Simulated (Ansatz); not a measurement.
# Coordination and ³³S quadrupole coupling in Mg2CrIn3S8

Cell: a computed structure from the Materials Project (it need not be an observed phase), its atoms then relaxed with PBE in this cell.

Space group R-3m:H (No. 166); a = 7.5979, c = 18.4954 Å, γ = 120.00°.

| site | Wyckoff | site symmetry | x | y | z |
| --- | --- | --- | --- | --- | --- |
| Mg | 6c | 3m | 0.0000 | 0.0000 | 0.8745 |
| Cr | 3b | -3m | 0.0000 | 0.0000 | 0.5000 |
| In | 9e | .2/m | 0.1667 | 0.8333 | 0.3333 |
| S7 | 18h | .m | 0.1510 | 0.8490 | 0.5791 |
| S9 | 6c | 3m | 0.0000 | 0.0000 | 0.2575 |

One atom of each set is listed; the run and its k-mesh use a cell of 14 atoms with edges of 7.57, 7.57, 7.57 Å.

Computed with Ansatz: DFT, PBE, plane waves and PAW, scalar-relativistic, collinear spin, 420 eV cutoff, Γ-centred 5×5×5 k-points, Fermi–Dirac smearing 0.02 eV. Start moments as typed (μB): 3 on each Cr, none on the rest.

Q(³³S) = -69.40 mb.

Question: Order the S environments from the weakest to the strongest quadrupole coupling.
A. S9: 1 Mg at 2.44 Å, 3 In at 2.60 Å
B. S7: 1 Cr at 2.47 Å, 1 Mg at 2.50 Å, 2 In at 2.65 Å

Answer: A (1.05 MHz, η = 0.00), B (2.72 MHz, η = 0.09).

An axis of threefold or higher order runs through S9, so V_zz lies along it and η is zero. Like point charges on the first shell alone (each adding as 1/d³) would put S9 above S7: the kind of neighbour, the covalent part of each bond and the atoms beyond the first shell count as well.

Without spin–orbit coupling (the program notes it for In) the gradients can shift somewhat, as the gap is small. All moments are parallel here, as the start or the cell imposes; many such compounds order antiparallel, where fields and spin densities carried over to other atoms largely cancel. The magnetic order is the one that the run reached from its start moments, not necessarily the measured one.
